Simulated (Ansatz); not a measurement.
# TiRh3: pressure against volume

TiRh3, Pm-3m, a = 3.800 Å. The structure is a COD entry; whether it is the stable form wasn't checked. Ansatz: PBEsol, PAW, 420 eV, Γ-centred 12×12×12 mesh on 4 atoms, Gaussian smearing 0.10 eV; no spin polarisation. Symmetry fixes shape and atoms, so the cell is only scaled; pressure is positive in compression.

```
V (Å³/atom) P (GPa)
     12.892    18.60
     13.303     8.50
     13.715     0.00
     14.126        ?
     14.538   -13.15
```

Question: Take V0 = 13.715 Å³/atom, fit the third-order Birch–Murnaghan form to the other rows, and predict the missing pressure.

Answer: With the Eulerian strain f = ½[(V0/V)^(2/3) − 1] and y = P/[3f(1 + 2f)^(5/2)], the form is the line y = B0 + 1.5 B0 (B0′ − 4) f. Rows (f, y): 0.02106, 265.5; 0.01027, 262.2; -0.01905, 253.6. Means f = 0.004093, y = 260.43; Σ(Δf)² = 0.0008616, ΣΔfΔy = 0.2550; the slope is their ratio. y = 259.2 + 296.0 f GPa, so B0 = 259.2 GPa and B0′ = 4 + 2 × (296.0)/(3 × 259.2) = 4.76. At V = 14.126, f = -0.00975, y = 256.31 and P = -7.14 GPa. The run gave -7.15 GPa, so the fit is 0.01 GPa too high, a small miss on the scale of the series.